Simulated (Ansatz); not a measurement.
VPt₃ (Cu3Au type, Pm-3m) under volume change, r²SCAN (plane waves, PAW; program Ansatz), scaled uniformly.

| V (Å³/atom) | E − E(relaxed) (meV/atom) | P (GPa) |
|---|---|---|
| 13.486 | 113.4 | 30.00 |
| 13.931 | 47.2 | 18.11 |
| 14.375 | 11.0 | 8.22 |
| 14.820 | 0.0 | 0.00 |
| 15.264 | 9.7 | -6.79 |
| 15.709 | 36.6 | -12.42 |
| 16.153 | 77.8 | -17.10 |

What does a third-order Birch–Murnaghan fit give for V₀, B₀ and B′?

V₀ = 14.82 Å³/atom, B₀ = 248 GPa, B′ = 5.2.

The workflow started from an entry of the Crystallography Open Database (COD), which files this formula under 2 space groups. Whether it is the stable phase at ambient conditions was not checked. Symmetry was held in the r²SCAN relaxation; its stability against distortions is not shown here. The final state is ferromagnetic, the only order run, not a proven ground state. Other orbital occupations within this spin state were not tried. Spin–orbit coupling is left out wherever it is not named.

Potentials: the later of the program's two PAW sets.
